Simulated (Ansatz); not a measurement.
SiO2:
```xyz
36
Lattice="6.9565 -8.7334 0.0000 6.9565 8.7334 0.0000 0.0000 0.0000 5.0368" Properties=species:S:1:pos:R:3 pbc="T T T"
Si     9.8171    -5.0466     2.5134
Si     4.0958     5.0466     5.0318
Si     4.0958    -5.0466     2.5134
Si     9.8171     5.0466     5.0318
Si     9.8160    -0.8456     4.5990
Si     4.0969     0.8456     2.0806
Si     4.0969    -0.8456     4.5990
Si     9.8160     0.8456     2.0806
Si     6.9565    -3.9329     1.9437
Si     6.9565     3.9329     4.4621
Si     6.9565    -2.1301     4.4668
Si     6.9565     2.1301     1.9484
O      3.1778     2.1145     2.4335
O     10.7351    -2.1145     4.9519
O     10.7351     2.1145     2.4335
O      3.1778    -2.1145     4.9519
O      8.2547    -1.2242     4.7405
O      5.6583     1.2242     2.2221
O      5.6583    -1.2242     4.7405
O      8.2547     1.2242     2.2221
O      6.9565    -3.4047     0.4197
O      6.9565     3.4047     2.9381
O      8.2589    -4.8412     2.1825
O      5.6540     4.8412     4.7009
O      5.6540    -4.8412     2.1825
O      8.2589     4.8412     4.7009
O      6.9565     2.6559     0.4204
O      6.9565    -2.6559     2.9388
O     10.1147     4.5051     1.4848
O      3.7983    -4.5051     4.0032
O      3.7983     4.5051     1.4848
O     10.1147    -4.5051     4.0032
O     10.1417     0.3660     0.5766
O      3.7712    -0.3660     3.0950
O      3.7712     0.3660     0.5766
O     10.1417    -0.3660     3.0950
```

Relaxed with r²SCAN. Independent-particle spectrum: no excitons, no local fields, no scissors shift; 0.1 eV broadening; ε₁ of the summed bands alone.

Question: Tabulate the dielectric function from r²SCAN (plane waves, PAW; program Ansatz).

Answer: 

| E (eV) | ε₁ xx | ε₂ xx | ε₁ yy | ε₂ yy | ε₁ zz | ε₂ zz |
|---|---|---|---|---|---|---|
| 0.0 | 1.90 | 0.00 | 1.90 | 0.00 | 1.90 | 0.00 |
| 0.5 | 1.90 | 0.00 | 1.90 | 0.00 | 1.90 | 0.00 |
| 1.0 | 1.91 | 0.00 | 1.91 | 0.00 | 1.90 | 0.00 |
| 1.5 | 1.91 | 0.00 | 1.92 | 0.00 | 1.91 | 0.00 |
| 2.0 | 1.92 | 0.00 | 1.93 | 0.00 | 1.92 | 0.00 |
| 2.5 | 1.94 | 0.00 | 1.94 | 0.00 | 1.93 | 0.00 |
| 3.0 | 1.95 | 0.00 | 1.95 | 0.00 | 1.95 | 0.00 |
| 3.5 | 1.97 | 0.00 | 1.98 | 0.00 | 1.97 | 0.00 |
| 4.0 | 2.00 | 0.00 | 2.00 | 0.00 | 1.99 | 0.00 |
| 4.5 | 2.03 | 0.00 | 2.03 | 0.00 | 2.02 | 0.00 |
| 5.0 | 2.07 | 0.00 | 2.07 | 0.00 | 2.06 | 0.00 |
| 5.5 | 2.11 | 0.00 | 2.11 | 0.00 | 2.10 | 0.00 |
| 6.0 | 2.17 | 0.00 | 2.17 | 0.00 | 2.16 | 0.00 |
| 6.5 | 2.24 | 0.00 | 2.24 | 0.00 | 2.23 | 0.00 |
| 7.0 | 2.34 | 0.00 | 2.34 | 0.00 | 2.33 | 0.00 |
| 7.5 | 2.48 | 0.01 | 2.48 | 0.01 | 2.47 | 0.01 |
| 8.0 | 2.72 | 0.02 | 2.72 | 0.03 | 2.70 | 0.03 |
| 8.5 | 2.99 | 0.43 | 3.00 | 0.43 | 2.92 | 0.47 |
| 9.0 | 2.94 | 0.64 | 3.02 | 0.61 | 2.95 | 0.61 |
| 9.5 | 3.10 | 0.79 | 3.04 | 0.79 | 2.99 | 0.73 |
| 10.0 | 3.48 | 1.33 | 3.49 | 1.16 | 3.40 | 1.03 |
| 10.5 | 2.88 | 2.28 | 2.84 | 2.46 | 2.79 | 2.17 |
| 11.0 | 1.92 | 2.33 | 1.73 | 2.14 | 2.23 | 1.88 |
| 11.5 | 1.76 | 1.92 | 1.73 | 1.64 | 2.10 | 2.00 |
| 12.0 | 1.76 | 1.67 | 1.64 | 1.60 | 1.90 | 1.89 |

With all bands, ε∞ without local fields is 2.05 (xx), 2.05 (yy), 2.05 (zz).

Space group Cmc2_1. The first step of the workflow began from a Materials Project structure, measured or hypothetical; the Crystallography Open Database files this formula in space group No. 36, but the cells were not matched. It is not the phase usual at ambient conditions (space group No. 92, 152, 154). The r²SCAN relaxation kept the symmetry of its start; whether a distortion lowers the energy is not shown.

Potentials: the earlier of the program's two PAW sets.
